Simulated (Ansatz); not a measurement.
The cell is Ga4As3N as one 8-atom ordering (Pm) on the wurtzite lattice; cell and atoms were relaxed with r2SCAN. It is monoclinic, Pm (No. 6); a = 6.227 Å, b = 3.799 Å, c = 6.592 Å, β = 90.4° in the conventional setting, 19.49 Å³ an atom. Around N lie 4 Ga at 1.98–2.18 Å; around As lie 4 Ga at 2.41–2.54 Å; around As lie 4 Ga at 2.37–2.49 Å; around As lie 4 Ga at 2.37–2.43 Å; around Ga lie 1 N at 1.98 Å and 3 As at 2.41–2.42 Å; around Ga lie 4 As at 2.37–2.41 Å; around Ga lie 2 N at 2.18 Å and 2 As at 2.49–2.54 Å; around Ga lie 1 N at 2.00 Å and 3 As at 2.43–2.45 Å.

```
CELL_PARAMETERS angstrom
6.22735 0.00000 -0.02063
0.00000 3.79905 0.00000
-0.02195 0.00000 6.59178
ATOMIC_POSITIONS crystal
N 0.99676 0.00000 0.33517
As 0.00530 0.50000 0.83498
As 0.49353 0.50000 0.18317
As 0.50739 0.00000 0.65049
Ga 0.31449 0.00000 0.33306
Ga 0.39297 0.50000 0.83519
Ga 0.89336 0.50000 0.20528
Ga 0.89621 0.00000 0.62266
```

The questions ask for values computed with the plane-wave code Ansatz on this geometry. (Calculated; non-magnetic; the phase may be known or hypothetical.)

(1) Is there a gap with PBE, and of what kind?

(2) What does PBE+SOC give for the gap (4×6×4 mesh)?

(3) What does r2SCAN give for the gap (4×6×4 mesh)?

Results:

(1) PBE gives no gap: the lowest nominally empty band dips 0.16 eV below the top of the last filled one (its bottom at Γ–Z (0.20 of the way from Γ), the top at B–Γ (0.50 of the way from B)), so the cell is a metal or semimetal at this level.

(2) PBE+SOC gives no gap: the lowest nominally empty band dips 0.16 eV below the top of the last filled one (its bottom at Γ–Z (0.20 of the way from Γ), the top at B–Γ (0.50 of the way from B)), so the cell is a metal or semimetal at this level.

(3) r2SCAN gives no gap: the lowest nominally empty band dips 0.05 eV below the top of the last filled one (its bottom at Γ–Z (0.20 of the way from Γ), the top at B–Γ (0.50 of the way from B)), so the cell is a metal or semimetal at this level.

Only the levels marked +SOC include spin-orbit coupling.

Where an edge lies off the special points, it is a point of the mesh or the k point where a search put PBE's edge or least direct gap, reused for the other functionals, whose own edges may lie a little apart.

Set aside, since their points miss a band edge that the other levels read or their mesh is too coarse: HSE06.
